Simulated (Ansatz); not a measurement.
Relaxed-ion elastic tensor of Zn₃N₂ in space group P6_3/mmc (No. 194; Zn on 4f, Zn on 2b, N on 2c, N on 2a) in GPa (Voigt order), plane-wave PAW LDA (Ansatz code); density 6.69 g/cm³, 11.12 Å³ per atom.

```csv
,1,2,3,4,5,6
1,272,152,98.3,0.0,0.0,0.0
2,152,272,98.3,0.0,0.0,0.0
3,98.3,98.3,264,0.0,0.0,0.0
4,0.0,0.0,0.0,59.8,0.0,0.0
5,0.0,0.0,0.0,0.0,59.8,0.0
6,0.0,0.0,0.0,0.0,0.0,59.5
```

Question: Is the crystal mechanically stable?

Answer: Yes: the smallest eigenvalue of C is 59.5 GPa.

Question: Work out the Voigt, Reuss and Hill averages.

Answer: K_V = 167, K_R = 166, K_H = 166; G_V = 66.3, G_R = 64.2, G_H = 65.3 GPa.

Question: Give Young's modulus, Poisson's ratio, Pugh's ratio and the universal anisotropy index.

Answer: E = 9KG/(3K + G) = 173 GPa; ν = 0.33; K/G = 2.55 (ductile by the Pugh limit of 1.75); A_U = 5G_V/G_R + K_V/K_R − 6 = 0.18.

Question: Estimate the sound speeds and the Debye temperature.

Answer: v_l = √((K + 4G/3)/ρ) = 6150 m/s, v_t = √(G/ρ) = 3120 m/s, mean 3500 m/s; Θ = (h/k)(3n/4πV)^(1/3) v_m = 467 K.

Question: Solve the Christoffel equation for the three sound speeds along x, y, z.

Answer: Eigenvalues of C_ijkl n_j n_l equal ρv². In km/s, slowest first: x 2.98, 2.99, 6.37; y 2.98, 2.99, 6.37; z 2.99, 2.99, 6.28.

Question: How much does each axis shrink under pressure?

Answer: Linear compressibilities β_i = Σ_j S_ij (j = 1 to 3): x 1.8, y 1.8, z 2.5 per TPa.

The first step of the workflow began from a Materials Project structure, measured or hypothetical; the Crystallography Open Database copy checked does not list it. Whether it is the stable phase at ambient conditions was not checked. The cell was relaxed with LDA under the symmetry of its start; of distortions, only those at the zone centre were tested. As this level gives no gap, shear constants depend on the k-mesh and smearing (Fermi–Dirac, 0.1 eV here).

Potentials: the later of the program's two PAW sets.
